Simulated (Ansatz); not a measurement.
BaTe:
```xyz
2
Lattice="0.0000 3.5316 3.5316 3.5316 0.0000 3.5316 3.5316 3.5316 0.0000" Properties=species:S:1:pos:R:3 pbc="T T T"
Ba     0.0000     0.0000     0.0000
Te     3.5316     3.5316     3.5316
```

Relaxed with r²SCAN. Special points in fractions of this cell's reciprocal vectors: Γ (0.000, 0.000, 0.000); X (0.500, 0.000, 0.500); U (0.625, 0.250, 0.625); K (0.375, 0.375, 0.750); L (0.500, 0.500, 0.500); W (0.500, 0.250, 0.750).

Task: List the band energies nearest the valence-band maximum at these points for DFT-r²SCAN with spin–orbit coupling in the program Ansatz with PAW potentials.

Result: In eV from the valence-band maximum; about four levels below and three above (degenerate sets whole), none deeper than 8.9 eV; points with the same levels are listed once.

```tsv
k	below	above
Γ	0.00 0.00 0.00 0.00	3.15 3.15 3.15 3.15
X	-0.84 -0.84 -0.36 -0.36	1.74 1.74 4.72 4.72
U	-1.19 -1.19 -0.86 -0.86	2.76 2.76 5.16 5.16
L	-1.42 -1.42 -1.09 -1.09	4.29 4.29 4.97 4.97
W	-1.08 -1.08 -1.02 -1.02	3.62 3.62 3.73 3.73
```

Space group Fm-3m (rock salt). The r²SCAN relaxation kept the symmetry of its start; of distortions, only those at the zone centre were tested.

Potentials: the later of the program's two PAW sets.
